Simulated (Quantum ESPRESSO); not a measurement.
# Sn2Cu2Ta3Ga: one composition in several site orders

Simulated, not a measurement. The program is pw.x of Quantum ESPRESSO 7.5 (plane-wave density functional theory). The cell is made up: eight metal atoms on a face-centred cubic lattice, with elements, volume, strain and displacements drawn at random and not relaxed, so it may be unstable or far from any real phase. PseudoDojo standard norm-conserving files set the functional (PBE unless stated); there is no spin polarisation or spin-orbit coupling, the Fermi-Dirac width of 0.25 eV means electrons at about 2900 K, and the masses in the input are unused placeholders. The copper pseudopotential is less sure than most, with forces differing by about three percent and pressure by about two GPa from a second method on plain copper. The tin pseudopotential is less sure than most, with forces differing by about three percent from a second method on plain tin. Heavy elements are run without spin-orbit coupling, which real alloys of them have. A spin test at this wide smearing found no moment, but such smearing suppresses magnetism that the real alloy may have.

The runs put one composition on the sites in different orders. Cell, positions, cutoff, mesh and smearing stay as in the input of run 1; sites are counted in its order. Stress in the tables is positive in tension.

Input of run 1:

```
&control calculation='scf', pseudo_dir='./dojo.nc.sr.pbe.v0_5.standard.upf', outdir='./o', disk_io='minimal', tprnfor=.true., tstress=.true. /
&system ibrav=0, nat=8, ntyp=4, nbnd=71, ecutwfc=92.02030273, nosym=.true., tot_charge=0,
 occupations='smearing', smearing='fd', degauss=0.0183746611
/
&electrons conv_thr=1.470e-08, electron_maxstep=70, mixing_beta=0.5 /
ATOMIC_SPECIES
Cu 1.0 Cu.upf
Ga 1.0 Ga.upf
Sn 1.0 Sn.upf
Ta 1.0 Ta.upf
CELL_PARAMETERS angstrom
-2.0627 -4.2149 -2.1043
-4.1439 2.0796 2.1784
0.0837 4.1679 -4.1981
ATOMIC_POSITIONS angstrom
Sn 0.007 -0.0937 -0.0072
Cu 0.0108 2.1944 -2.1203
Ta -2.0602 2.1052 -0.0121
Ta -1.991 4.1517 -1.9838
Ga -2.0807 0.0617 -2.0741
Ta -2.0158 1.9881 -4.18
Sn -4.069 -0.0175 0.033
Cu -4.0833 2.1395 -2.0515
K_POINTS automatic
5 5 4 1 1 1
```

```
run  elements on sites 1 to 8  free energy less that of run 1 (eV)  -TS (eV)  pressure (GPa)  stress xx (GPa)  stress yy (GPa)  stress zz (GPa)  stress yz (GPa)  stress xz (GPa)  stress xy (GPa)  iterations
  1   Sn Cu Ta Ta Ga Ta Sn Cu                                0.000    -1.123           -2.59             2.02             1.50             4.25            -2.37             0.37            -0.19          17
  2   Ta Sn Ta Ta Cu Cu Sn Ga                               -0.268    -1.044           -2.39             3.46             1.65             2.05             1.78            -2.61            -0.43          15
  3   Sn Ta Sn Ta Cu Ta Ga Cu                                0.091    -1.145           -1.79             1.07             0.85             3.44            -0.06             2.03             1.41          16
  4   Ta Ta Ta Sn Sn Cu Cu Ga                                0.055    -1.067           -1.93             1.29             1.89             2.61            -0.07            -3.03             0.47          15
  5   Ga Ta Sn Cu Ta Sn Cu Ta                               -0.041    -1.168           -1.74             2.50             2.33             0.39            -0.82            -1.06             2.26          15
  6   Ta Cu Ta Ga Ta Sn Sn Cu                               -0.105    -1.067           -2.98             1.55             3.52             3.88            -1.01            -0.55             1.09          16
```

Forces Fx Fy Fz (eV/Å):

| site | run 1 | run 2 | run 3 | run 4 | run 5 | run 6 |
| --- | --- | --- | --- | --- | --- | --- |
| 1 | -0.36 0.92 0.93 | -0.04 1.57 -0.01 | -0.54 0.59 -0.11 | 0.44 0.98 0.00 | 0.42 -0.08 -0.28 | -0.19 0.86 -0.33 |
| 2 | 0.18 -0.52 -0.21 | -0.71 -1.19 0.28 | 0.24 -0.37 1.27 | 0.71 -0.99 0.31 | 1.18 -0.35 0.46 | 0.02 -0.27 0.31 |
| 3 | 0.55 0.07 -0.07 | 0.13 -0.25 0.45 | 0.06 0.36 0.03 | -0.38 -0.34 1.04 | -0.49 0.40 -0.10 | -0.44 -0.23 0.00 |
| 4 | 0.25 -0.07 0.11 | 0.01 0.67 -0.35 | -0.65 0.19 -0.92 | -0.94 0.82 -2.29 | -0.45 0.30 -0.06 | -0.09 0.01 0.38 |
| 5 | -0.27 -0.14 -0.81 | -0.14 -0.10 0.15 | 0.28 -0.06 -0.40 | 1.18 -0.76 1.35 | 0.31 -0.84 0.09 | 0.84 -0.43 0.36 |
| 6 | -0.12 0.24 0.53 | -0.11 -0.10 -0.34 | 0.72 -0.34 0.39 | 0.31 0.15 -0.42 | -0.28 1.03 0.09 | 0.90 -0.33 0.08 |
| 7 | -0.47 -0.46 -0.77 | 0.31 -0.45 0.41 | -0.21 -0.23 -0.16 | -0.33 -0.29 -0.14 | -0.35 0.12 -0.25 | -0.99 0.44 -0.88 |
| 8 | 0.25 -0.03 0.30 | 0.54 -0.15 -0.60 | 0.10 -0.14 -0.11 | -1.00 0.42 0.16 | -0.33 -0.57 0.05 | -0.05 -0.06 0.08 |

The sites are displaced and not relaxed, so the energy differences mix bonding between neighbours with strain and are not ordering energies. A rerun of one cell of this series at a higher cutoff and on a denser mesh moved values by no more than 0.008 eV in energy, 0.06 GPa in stress and 0.010 eV/Å in force, and a second program with other atomic files agreed on that cell to 2 % rms in force and 0.5 GPa in pressure.